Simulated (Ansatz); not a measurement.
Geometry optimisation in Ansatz: input, command and trajectory.

```yaml
crystal:
  lattice:
    - [5.5118734754, 0.0, 0.0]
    - [0.0, 5.6797029563, 0.0]
    - [0.0, 0.0, 3.7099148392]
  atoms:
    - { symbol: Hf, position: [0.225, 0.825, 0.5] }
    - { symbol: Hf, position: [0.725, 0.675, 0.0] }
    - { symbol: Hf, position: [0.775, 0.175, 0.5] }
    - { symbol: Hf, position: [0.275, 0.325, 0.0] }
    - { symbol: W, position: [0.5, 0.5, 0.5] }
    - { symbol: W, position: [0.0, 0.0, 0.0] }
basis:
  ecutwfc: 420
kpoints:
  mp_grid: { grid: [4, 4, 6] }
hamiltonian:
  xc: pbe
scf:
  occupations: { method: gaussian, width: 0.1 }
  lower_state_search: "off"
output:
  forces: true
  stress: true
  eigenvalues: true
relax:
  adjacent_minimum: "off"
  f_tol: 0.04
  max_steps: 70
  cell: { stress_tol: 0.4 }
```

```bash
ansatz run input.yaml --threads 1 --pin off --max-ram 2560MiB --backend cpu --events-out ev --progress --plain --runs-dir out
```

All numbers below come from Ansatz, DFT PBE, scalar-relativistic, plane waves, PAW.

Of 15 frames 10 are shown, positions in Å and forces in eV/Å; the SCF threshold varies from step to step. Steps run on the plane waves of an earlier cell, with a Pulay correction in the pressure. The basis is chosen afresh for the last frame, the zero of the energies, and at times for earlier ones too; energy and pressure step there, also at an unchanged geometry. Here that happened at step 12 (-18 meV/atom, 1.3 GPa); the frames before carry an error of that size.

```xyz
6
Lattice="5.5119 0.0000 0.0000 0.0000 5.6797 0.0000 0.0000 0.0000 3.7099" Properties=species:S:1:pos:R:3:forces:R:3 pbc="T T T" step=1 free_energy_over_end_meV_per_atom=1166.89 pressure_GPa=44.19
Hf    1.2402    4.6858    1.8550    0.9303    0.4023    0.0000
Hf    3.9961    3.8338    0.0000    0.9303   -0.4023    0.0000
Hf    4.2717    0.9939    1.8550   -0.9303   -0.4023    0.0000
Hf    1.5158    1.8459    0.0000   -0.9303    0.4023    0.0000
W     2.7559    2.8399    1.8550    0.0000    0.0000    0.0000
W     0.0000    0.0000    0.0000    0.0000    0.0000    0.0000
6
Lattice="5.9849 0.0000 0.0000 0.0000 5.9121 0.0000 0.0000 0.0000 4.0202" Properties=species:S:1:pos:R:3:forces:R:3 pbc="T T T" step=3 free_energy_over_end_meV_per_atom=461.78 pressure_GPa=3.62
Hf    1.5133    5.0531    2.0101    0.0198    0.5064    0.0000
Hf    4.5058    3.8151    0.0000    0.0198   -0.5064    0.0000
Hf    4.4716    0.8590    2.0101   -0.0198   -0.5064    0.0000
Hf    1.4791    2.0971    0.0000   -0.0198    0.5064    0.0000
W     2.9925    2.9561    2.0101    0.0000    0.0000    0.0000
W     0.0000    0.0000    0.0000    0.0000    0.0000    0.0000
6
Lattice="6.2253 0.0000 0.0000 0.0000 5.6282 0.0000 0.0000 0.0000 4.0744" Properties=species:S:1:pos:R:3:forces:R:3 pbc="T T T" step=4 free_energy_over_end_meV_per_atom=392.07 pressure_GPa=1.76
Hf    1.5979    4.9113    2.0372   -0.1612    0.6504    0.0000
Hf    4.7106    3.5309    0.0000   -0.1612   -0.6504    0.0000
Hf    4.6274    0.7168    2.0372    0.1612   -0.6504    0.0000
Hf    1.5148    2.0972    0.0000    0.1612    0.6504    0.0000
W     3.1127    2.8141    2.0372    0.0000    0.0000    0.0000
W     0.0000    0.0000    0.0000    0.0000    0.0000    0.0000
6
Lattice="6.5268 0.0000 0.0000 0.0000 5.1444 0.0000 0.0000 0.0000 4.2010" Properties=species:S:1:pos:R:3:forces:R:3 pbc="T T T" step=6 free_energy_over_end_meV_per_atom=230.51 pressure_GPa=-1.05
Hf    1.7395    4.7202    2.1005   -0.5798    0.8572    0.0000
Hf    5.0028    2.9964    0.0000   -0.5798   -0.8572    0.0000
Hf    4.7873    0.4242    2.1005    0.5798   -0.8572    0.0000
Hf    1.5239    2.1480    0.0000    0.5798    0.8572    0.0000
W     3.2634    2.5722    2.1005    0.0000    0.0000    0.0000
W     0.0000    0.0000    0.0000    0.0000    0.0000    0.0000
6
Lattice="6.5820 0.0000 0.0000 0.0000 4.8676 0.0000 0.0000 0.0000 4.2829" Properties=species:S:1:pos:R:3:forces:R:3 pbc="T T T" step=7 free_energy_over_end_meV_per_atom=140.97 pressure_GPa=0.27
Hf    1.7163    4.5668    2.1415   -0.4492    0.8698    0.0000
Hf    5.0073    2.7345    0.0000   -0.4492   -0.8698    0.0000
Hf    4.8658    0.3007    2.1415    0.4492   -0.8698    0.0000
Hf    1.5748    2.1330    0.0000    0.4492    0.8698    0.0000
W     3.2910    2.4338    2.1415    0.0000    0.0000    0.0000
W     0.0000    0.0000    0.0000    0.0000    0.0000    0.0000
6
Lattice="6.4460 0.0000 0.0000 0.0000 4.6416 0.0000 0.0000 0.0000 4.5045" Properties=species:S:1:pos:R:3:forces:R:3 pbc="T T T" step=9 free_energy_over_end_meV_per_atom=22.81 pressure_GPa=-0.06
Hf    1.6222    4.6418    2.2523    0.0246   -0.0007    0.0000
Hf    4.8452    2.3206    0.0000    0.0246    0.0007    0.0000
Hf    4.8239   -0.0002    2.2523   -0.0246    0.0007    0.0000
Hf    1.6008    2.3210    0.0000   -0.0246   -0.0007    0.0000
W     3.2230    2.3208    2.2523    0.0000    0.0000    0.0000
W     0.0000    0.0000    0.0000    0.0000    0.0000    0.0000
6
Lattice="6.4319 0.0000 0.0000 0.0000 4.6935 0.0000 0.0000 0.0000 4.4615" Properties=species:S:1:pos:R:3:forces:R:3 pbc="T T T" step=10 free_energy_over_end_meV_per_atom=22.42 pressure_GPa=0.30
Hf    1.6279    4.6935    2.2307   -0.0166   -0.0003    0.0000
Hf    4.8439    2.3466    0.0000   -0.0166    0.0003    0.0000
Hf    4.8041   -0.0001    2.2307    0.0166    0.0003    0.0000
Hf    1.5881    2.3468    0.0000    0.0166   -0.0003    0.0000
W     3.2160    2.3467    2.2307    0.0000    0.0000    0.0000
W     0.0000    0.0000    0.0000    0.0000    0.0000    0.0000
6
Lattice="6.4339 0.0000 0.0000 0.0000 4.6786 0.0000 0.0000 0.0000 4.4802" Properties=species:S:1:pos:R:3:forces:R:3 pbc="T T T" step=12 free_energy_over_end_meV_per_atom=4.15 pressure_GPa=1.34
Hf    1.6250    4.6787    2.2401   -0.0050   -0.0001    0.0000
Hf    4.8419    2.3393    0.0000   -0.0050    0.0001    0.0000
Hf    4.8089    0.0000    2.2401    0.0050    0.0001    0.0000
Hf    1.5919    2.3393    0.0000    0.0050   -0.0001    0.0000
W     3.2169    2.3393    2.2401    0.0000    0.0000    0.0000
W     0.0000    0.0000    0.0000    0.0000    0.0000    0.0000
6
Lattice="6.4640 0.0000 0.0000 0.0000 4.6299 0.0000 0.0000 0.0000 4.5448" Properties=species:S:1:pos:R:3:forces:R:3 pbc="T T T" step=13 free_energy_over_end_meV_per_atom=0.58 pressure_GPa=0.25
Hf    1.6232    4.6298    2.2724    0.0184    0.0002    0.0000
Hf    4.8552    2.3150    0.0000    0.0184   -0.0002    0.0000
Hf    4.8408    0.0001    2.2724   -0.0184   -0.0002    0.0000
Hf    1.6088    2.3149    0.0000   -0.0184    0.0002    0.0000
W     3.2320    2.3150    2.2724    0.0000    0.0000    0.0000
W     0.0000    0.0000    0.0000    0.0000    0.0000    0.0000
6
Lattice="6.4706 0.0000 0.0000 0.0000 4.6012 0.0000 0.0000 0.0000 4.5776" Properties=species:S:1:pos:R:3:forces:R:3 pbc="T T T" step=15 free_energy_over_end_meV_per_atom=0.00 pressure_GPa=0.00
Hf    1.6205    4.6012    2.2888    0.0213    0.0000    0.0000
Hf    4.8558    2.3006    0.0000    0.0213    0.0000    0.0000
Hf    4.8501    0.0000    2.2888   -0.0213    0.0000    0.0000
Hf    1.6148    2.3006    0.0000   -0.0213    0.0000    0.0000
W     3.2353    2.3006    2.2888    0.0000    0.0000    0.0000
W     0.0000    0.0000    0.0000    0.0000    0.0000    0.0000
```

The start puts this composition into another compound's structure type, which needn't suit it. At the end the space group is Fm-3m (tolerance 0.05 Å).

It took 3.7 min on 1 thread of Intel(R) Xeon(R) 6975P-C (Granite Rapids), with other jobs on the host, peak memory 0.66 GiB.

The k mesh is coarse. Spin–orbit coupling is left out, which can shift energies with elements as heavy as these.